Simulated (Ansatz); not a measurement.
Na (fcc): energy against volume

All numbers below come from DFT, r2SCAN, plane waves (500 eV) with PAW, scalar-relativistic in Ansatz 0.2.0. The PAW files were generated under PBE, with cores re-solved for the functional.

The cell is scaled uniformly from the relaxed one, with fractional coordinates and shape fixed. Energies are extrapolated to zero smearing, pressures are those at the given smearing. Magnetic state: spin not included.

A Birch-Murnaghan fit gives V₀ = 37.71 Å³/atom, B₀ = 7.7 GPa, B₀′ = 3.6.

**Question.** What are the energy above the minimum and the pressure at 33.184 Å³/atom?

**Answer.** 15.8 meV/atom and 1.25 GPa as computed.

**Question.** What are the energy above the minimum and the pressure at 34.693 Å³/atom?

**Answer.** 6.5 meV/atom and 0.76 GPa as computed.

**Question.** What are the energy above the minimum and the pressure at 42.235 Å³/atom?

**Answer.** 10.9 meV/atom and -0.69 GPa as computed.
